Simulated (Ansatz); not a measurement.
Input and command of a plane-wave DFT calculation in Ansatz:

```yaml
crystal:
  lattice:
    - [-1.8585023365, 1.8585023365, 1.3139611519]
    - [1.8585023365, -1.8585023365, 1.3139611519]
    - [1.8585023365, 1.8585023365, -1.3139611519]
  atoms:
    - { symbol: Ag, position: [0.0, 0.0, 0.0] }
basis:
  ecutwfc: 420
kpoints:
  mp_grid: { grid: [22, 22, 22] }
hamiltonian:
  xc: lda
scf:
  occupations: { method: gaussian, width: 0.15 }
output:
  forces: true
  stress: true
  eigenvalues: true
```

```bash
ansatz run input.yaml --threads 1 --pin off --max-ram 2560MiB --backend cpu --events-out ev --progress --plain --runs-dir out
```

Processor: AMD EPYC 7R43 64-Core Processor (Zen 3), 1 thread, on a host shared with other jobs.

Task: Estimate time, memory and problem size.

Result: About 8.6 s on 1 thread of AMD EPYC 7R43 64-Core Processor (Zen 3), with other jobs on the host, peak memory 0.51 GiB. It solves 14 bands at 834 k points (the mesh reduced by the symmetry that the task leaves, which can be less than the crystal's) with about 337 plane waves, in 6 SCF iterations.
